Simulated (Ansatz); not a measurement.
BaSrTi$_{2}$O$_{6}$:
```cif
data_BaO6SrTi2
_chemical_formula_sum 'Ba1 O6 Ti2 Sr1'
_space_group_name_H-M_alt 'P 1'
_space_group_IT_number 1
_cell_length_a 3.94093
_cell_length_b 3.94093
_cell_length_c 8.01642
_cell_angle_alpha 90.000
_cell_angle_beta 90.000
_cell_angle_gamma 90.000
loop_
_space_group_symop_operation_xyz
  'x, y, z'
loop_
_atom_site_label
_atom_site_type_symbol
_atom_site_fract_x
_atom_site_fract_y
_atom_site_fract_z
_atom_site_occupancy
Ba1 Ba 0.00000 0.00000 0.01143 1
O1 O 0.50000 0.50000 0.99552 1
Ti1 Ti 0.50000 0.50000 0.27417 1
O2 O 0.50000 0.00000 0.26058 1
O3 O 0.00000 0.50000 0.26058 1
Sr1 Sr 0.00000 0.00000 0.51409 1
O4 O 0.50000 0.50000 0.50151 1
Ti2 Ti 0.50000 0.50000 0.76220 1
O5 O 0.50000 0.00000 0.74356 1
O6 O 0.00000 0.50000 0.74356 1
```

Relaxed with r²SCAN.

Q: Which orbitals make up the states near the band edges in r²SCAN in the plane-wave PAW code Ansatz?

A: Top 1 eV of the valence band: O 2p 95 %. Bottom 1 eV of the conduction band: Ti 3d 87 %, O 2p 10 %. Projections are on Löwdin-orthogonalised atomic valence shells; empty p or d shells of many metals are not among them.

Q: Tabulate the density of states.

A: States/eV per cell of 10 atoms, in 0.25 eV bins, energy from the valence-band maximum.

```tsv
E (eV)	total	O 2p	Ti 3d	O 2s
-7.90	0.00	0.00	0.00	0.00
-7.65	0.00	0.00	0.00	0.00
-7.40	0.00	0.00	0.00	0.00
-7.15	0.00	0.00	0.00	0.00
-6.90	0.00	0.00	0.00	0.00
-6.65	0.00	0.00	0.00	0.00
-6.40	0.00	0.00	0.00	0.00
-6.15	0.00	0.00	0.00	0.00
-5.90	0.00	0.00	0.00	0.00
-5.65	0.00	0.00	0.00	0.00
-5.40	0.00	0.00	0.00	0.00
-5.15	0.00	0.00	0.00	0.00
-4.90	0.00	0.00	0.00	0.00
-4.65	0.18	0.15	0.01	0.00
-4.40	6.78	5.03	1.05	0.03
-4.15	7.28	5.24	1.49	0.02
-3.90	8.68	6.14	2.04	0.05
-3.65	7.04	5.16	1.47	0.05
-3.40	8.26	6.27	1.48	0.06
-3.15	10.56	8.31	1.60	0.05
-2.90	13.37	10.94	1.61	0.05
-2.65	10.71	8.59	1.43	0.03
-2.40	6.42	5.10	0.93	0.02
-2.15	5.01	4.12	0.61	0.02
-1.90	6.31	5.48	0.44	0.05
-1.65	4.90	4.33	0.26	0.04
-1.40	7.25	6.59	0.29	0.04
-1.15	14.10	13.02	0.46	0.07
-0.90	11.79	10.96	0.37	0.05
-0.65	8.40	7.96	0.17	0.02
-0.40	5.04	4.91	0.02	0.00
-0.15	1.92	1.89	0.00	0.00
0.10	0.00	0.00	0.00	0.00
0.35	0.00	0.00	0.00	0.00
0.60	0.00	0.00	0.00	0.00
0.85	0.00	0.00	0.00	0.00
1.10	0.00	0.00	0.00	0.00
1.35	0.00	0.00	0.00	0.00
1.60	0.00	0.00	0.00	0.00
1.85	0.00	0.00	0.00	0.00
2.10	0.00	0.00	0.00	0.00
2.35	0.29	0.01	0.27	0.00
2.60	1.61	0.11	1.46	0.00
2.85	3.23	0.31	2.85	0.01
3.10	3.86	0.46	3.29	0.01
3.35	4.25	0.60	3.51	0.02
3.60	5.75	0.94	4.60	0.02
3.85	9.19	1.67	7.16	0.02
4.10	11.97	2.29	9.11	0.02
4.35	6.19	1.18	4.56	0.01
4.60	2.09	0.37	1.55	0.05
4.85	1.97	0.13	1.54	0.20
5.10	2.38	0.23	1.81	0.23
5.35	3.06	0.36	2.28	0.29
5.60	2.71	0.37	1.95	0.25
5.85	2.19	0.34	1.41	0.16
6.10	2.34	0.37	1.29	0.14
6.35	2.56	0.41	1.28	0.13
6.60	2.94	0.49	1.40	0.14
6.85	3.39	0.61	1.57	0.14
7.10	3.62	0.66	1.51	0.12
```

Space group P4mm. The start of the workflow was typed in or built on a structure type; neither database checked (COD, Materials Project) lists it. Whether it is the stable phase at ambient conditions was not checked. Symmetry was held in the r²SCAN relaxation; whether a distortion lowers the energy is not shown. The workflow began spin-polarised and lost its moments. Spin–orbit coupling is left out wherever it is not named.

Potentials: the earlier of the program's two PAW sets.
